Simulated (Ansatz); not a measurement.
Here is the system:

BaTiO₃:
```
CELL_PARAMETERS angstrom
      3.97020     0.00000     0.00000
      0.00000     3.97020     0.00000
      0.00000     0.00000     3.97020
ATOMIC_POSITIONS crystal
  Ba 0.50000 0.50000 0.50000
  Ti 0.00000 0.00000 0.00000
  O  0.50000 0.00000 0.00000
  O  0.00000 0.50000 0.00000
  O  0.00000 0.00000 0.50000
```

This is the PBEsol-relaxed structure.

### Question
All from PBEsol in the plane-wave PAW code Ansatz, unless another level is named. Give the electron effective mass, band 1 of 3 at the edge.

### Answer
7.1 along [100], 0.88 along [110], 0.68 along [111] (mₑ).

### Question
What about the electron effective mass, band 2 of 3 at the edge?

### Answer
0.39 along [100], 0.64 along [110], 0.53 along [111] (mₑ).

### Question
Give the band gap.

### Answer
1.82 eV (indirect).

### Question
What about the formation energy from the elements (no fitted shifts)?

### Answer
-3.18 eV/atom.

### Question
Give the gap with spin–orbit coupling.

### Answer
1.80 eV.

Space group Pm-3m (cubic perovskite). This is a known high-temperature phase of the composition, computed here at zero pressure and temperature. Symmetry was held in the PBEsol relaxation; its stability against distortions is not shown here. No spin polarisation was allowed. The references are the lowest solids computed at this level, not always the standard phases (solids in place of the gases). Scalar-relativistic: spin–orbit coupling is off unless named, which matters more the heavier the elements.

Potentials: the earlier of the program's two PAW sets. The files were generated under PBE; for other functionals the program regenerates the frozen cores, and for LDA and PBEsol the local potential too.
